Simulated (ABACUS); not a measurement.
Worked example: self-consistent single point of WSe2 (P1, 12 atoms in the cell; from Materials Project mp-1821, changed as shown) in ABACUS.

All values come from this method and carry its errors: PBEsol, numerical atomic orbitals DZP (confined pseudo-atomic orbitals with Gaussian additions; energy shift 0.003 Ry), PseudoDojo 0.4 standard norm-conserving PBEsol (tails mended) pseudopotentials run with ABACUS 3.10.1.

The change in words: atoms moved at random. Reference geometry (P6_3/mmc):
```
CELL_PARAMETERS angstrom
      3.31993     0.00000     0.00000
      0.00000     5.75029     0.00000
      0.00000     0.00000    13.73719
ATOMIC_POSITIONS crystal
  W  0.50000 0.16667 0.75000
  W  0.00000 0.33333 0.25000
  W  0.00000 0.66667 0.75000
  W  0.50000 0.83333 0.25000
  Se 0.00000 0.33333 0.87100
  Se 0.50000 0.16667 0.12900
  Se 0.50000 0.16667 0.37100
  Se 0.00000 0.33333 0.62900
  Se 0.50000 0.83333 0.87100
  Se 0.00000 0.66667 0.12900
  Se 0.00000 0.66667 0.37100
  Se 0.50000 0.83333 0.62900
```

Reference input (self-consistent single point, DFT, PBEsol, numerical atomic orbitals DZP (confined pseudo-atomic orbitals with Gaussian additions; energy shift 0.003 Ry), PseudoDojo 0.4 standard norm-conserving PBEsol (tails mended) pseudopotentials): basis = DZP numerical atomic orbitals, energy shift 0.003 Ry; KPT = Gamma 6 4 2 0 0 0; basis_type = lcao; ecutwfc = 100 Ry; smearing_method = fd; smearing_sigma = 0.00367493 Ry; potentials = PseudoDojo 0.4 standard norm-conserving PBEsol (tails mended); symmetry = 1; ks_solver = genelpa; scf_nmax = 100; scf_thr = 1.0e-06; mixing_type = broyden. This run's input differs from it in these lines:

```diff
@@ -41,6 +41,6 @@
 4
-   1.6599650000    0.9583832501   10.3028925000
-   0.0000000000    1.9167607499    3.4342975000
-   0.0000000000    3.8335272501   10.3028925000
-   1.6599650000    4.7919047499    3.4342975000
+   1.6661467097    0.9409541272   10.3655203492
+   0.0316488927    1.9201304187    3.4173870191
+  -0.0465420987    3.8361321306   10.2561723168
+   1.6674647219    4.7936528375    3.4462900669
 
@@ -49,10 +49,10 @@
 8
-   0.0000000000    1.9167607499   11.9650924900
-   1.6599650000    0.9583832501    1.7720975100
-   1.6599650000    0.9583832501    5.0964974900
-   0.0000000000    1.9167607499    8.6406925100
-   1.6599650000    4.7919047499   11.9650924900
-   0.0000000000    3.8335272501    1.7720975100
-   0.0000000000    3.8335272501    5.0964974900
-   1.6599650000    4.7919047499    8.6406925100
+   0.0554162716    1.9470647677   11.9484567529
+   1.6591980962    1.0149315823    1.8324861972
+   1.6823612478    0.9603095966    5.1609386483
+   0.0146475312    1.8394481277    8.7110543972
+   1.6983998296    4.7669887520   11.9253920109
+   0.0324655955    3.9160783846    1.7243745119
+  -0.1236408331    3.8115669002    5.0733091133
+   1.6222273557    4.7544703750    8.5617311419
 # file: KPT
```

Output (repeated stretches shortened):

```
 SELF-CONSISTENT
 -------------------------------------------

                  longest orb rcut (Bohr) = 8.4
   longest nonlocal projector rcut (Bohr) = 2.06
                     search radius (Bohr) = 20.9

                          real space grid = [ 40, 72, 180 ]

                                 init_chg = atomic

 LCAO ALGORITHM --------------- ION=   1  ELEC=   1--------------------------------

 Density error is 0.0304089399561
 E_KohnSham     -2544.6895339066     -34622.2773020936
 E_Fermi        0.9012663756         12.2623581237

 LCAO ALGORITHM --------------- ION=   1  ELEC=   2--------------------------------

   [... lines left out ...]

   [... 9 blocks of this kind left out ...]

 LCAO ALGORITHM --------------- ION=   1  ELEC=  12--------------------------------

 Density error is 2.3697014076e-06
 E_KohnSham     -2544.7087468466     -34622.5387075533
 E_Fermi        0.9113256880         12.3992220907

 LCAO ALGORITHM --------------- ION=   1  ELEC=  13--------------------------------

 Density error is 7.04939705904e-07
 E_KohnSham     -2544.7087468463     -34622.5387075496
 E_KS(sigma->0) -2544.7087467956     -34622.5387068588
 E_entropy(-TS) -0.0000001015        -0.0000013816
 E_Fermi        0.9113229757         12.3991851873
 charge density convergence is achieved
 final etot is -34622.538708 eV
 EFERMI = 12.399185187 eV

 STATE ENERGY(eV) AND OCCUPATIONS    NSPIN == 1
   [... 108 lines left out ...]

 TOTAL-FORCE (eV/Angstrom)
                        W1         0.4431494862        -0.4835337718        -1.3215151560
                        W2        -0.5742314234         0.6123332341         1.1769344709
                        W3         1.0245699853        -0.1489678751        -0.1332000973
                        W4        -0.9184268953         0.5223686368        -0.3083543947
                       Se1        -0.5386885838         0.0548326040         1.0415518234
                       Se2         0.4179001187        -0.5845130789        -1.3165347037
                       Se3        -0.0332412474         0.0009061635        -0.5482942481
   [... lines left out ...]

 TOTAL-STRESS (KBAR)
        -2.6167188312        -8.6919982857         0.0598620605
        -8.6919982857        -9.5877339678         3.4277974073
         0.0598620605         3.4277974073        22.7147591429
 TOTAL-PRESSURE: 3.503435 KBAR

 --------------------------------------------
 !FINAL_ETOT_IS -34622.5387075496182661 eV
 --------------------------------------------
```

The run converged in 13 iterations. Against the reference run the free energy goes up by 33.8 meV/atom, the pressure goes from -0.34 to 0.35 GPa, the largest force goes from 0.322 to 1.526 eV/Å and the gap on the mesh goes from 1.238 to 1.142 eV.

Spin-orbit coupling is left out, which matters for bands and gaps with elements this heavy. The atom-centred basis is finite, which shifts total energies, pressures, gaps and forces against plane waves. Forces above 1 eV/Å remain at this geometry, of which the finite basis can carry a part. The structure comes from a collection of computed structures, made at another level of theory; the collection holds predicted forms beside known ones.

Cost on one core: very roughly 110 core-seconds.

The atomic orbitals were generated for these runs; they are not ABACUS's published sets and were checked against plane waves on a few crystals only.

“Tails mended”: in these copies of the files the far tail of each local potential was reset to the Coulomb form.
